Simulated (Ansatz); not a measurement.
Computed with DFT PBE, scalar-relativistic, plane waves, PAW (Ansatz). All cells share a 420 eV cutoff and Γ-centred k meshes spaced at most about 0.3 Å⁻¹ (about 0.25 or finer for metals, 2π included). No spin polarisation in the final relaxations.

All energies are static (0 K, no zero-point motion).

Compare these two cells of Cd3Ga2O, each relaxed at this level.

A.

```xyz
6
Lattice="4.7637 0.0000 0.0000 -2.3819 4.1255 0.0000 0.0000 0.0000 5.8684" Properties=species:S:1:pos:R:3 pbc="T T T"
Cd    0.0000    0.0000    2.9342
Cd    0.0000    2.7503    0.0000
Cd    0.0000    2.7503    2.9342
Ga    2.3819    1.3752    1.3682
Ga    2.3819    1.3752    4.5002
O     0.0000    0.0000    0.0000
```

B.

```xyz
6
Lattice="3.3894 0.0000 0.0000 -1.6947 2.9353 0.0000 0.0000 0.0000 12.7522" Properties=species:S:1:pos:R:3 pbc="T T T"
Cd    0.0000    0.0000    2.8215
Cd    1.6947    0.9784    7.6323
Cd    0.0000    1.9569   10.8176
Ga    0.0000    0.0000    0.1553
Ga    1.6947    0.9784    4.9669
O     0.0000    1.9569    8.6749
```

Task: Which is lower in energy, and by how much?

Result: B is lower, by 289 meV/atom. A has space group P-6m2 (No. 187), 19.2 Å³/atom and no gap on its mesh; B has space group P3m1 (No. 156), 21.1 Å³/atom and no gap. Counting Cd or Ga atoms around O (for each partner element, those within 1.25 times its shortest distance or 1.15 times the sum of covalent radii, where it is the nearest in units of that sum or under 1.3; the shortest distance is added where it exceeds 1.18 times the sum of covalent radii), A has O 5 from 2.8 Å and B has O 4. The lower one is the more open, so pressure narrows the difference. In A, Cd on its first site has 3 Cd at 2.75 Å, 2 O at 2.93 Å and 6 Ga at 3.16 Å; Ga is surrounded by 1 Ga at 2.74 Å, 3 O at 3.07 Å, 9 Cd at 3.07–3.16 Å and 1 Ga at 3.13 Å; O is surrounded by 3 Cd at 2.75 Å, 2 Cd at 2.93 Å and 6 Ga at 3.07 Å; 2 more sites not described. In B, Cd on its first site is surrounded by 1 Ga at 2.67 Å, 3 Ga at 2.90 Å and 6 Cd at 3.39 Å; Ga on its first site is surrounded by 1 Cd at 2.67 Å, 3 Cd at 2.86 Å and 6 Ga at 3.39 Å; O has 4 Cd at 2.14–2.22 Å; 3 more sites not described. Both come from invented guesses.

Cells relaxed within their symmetry can be saddle points.
